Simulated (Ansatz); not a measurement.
**Equation of state of boron, diamond**

These are results of DFT, PBEsol, plane waves (420 eV) with PAW, scalar-relativistic (Ansatz 0.2.0), not measurements. The PAW files were generated under PBE, with cores re-solved for the functional.

The cell is scaled uniformly from the relaxed one, with fractional coordinates and shape fixed. Energies are extrapolated to zero smearing, pressures are those at the given smearing. Magnetic state: spin not included.

| V (Å³/atom) | E − E₀ (meV/atom) | P (GPa) |
| --- | --- | --- |
| 7.215 | 80.1 | 29.12 |
| 7.543 | 33.0 | 17.56 |
| 7.871 | 7.5 | 7.94 |
| 8.199 | 0.0 | -0.06 |
| 8.527 | 7.5 | -6.74 |
| 8.855 | 27.5 | -12.32 |
| 9.183 | 57.9 | -16.99 |

Question: Fit a third-order Birch-Murnaghan equation.

Answer: V₀ = 8.19 Å³/atom, B₀ = 183 GPa, B₀′ = 3.5.
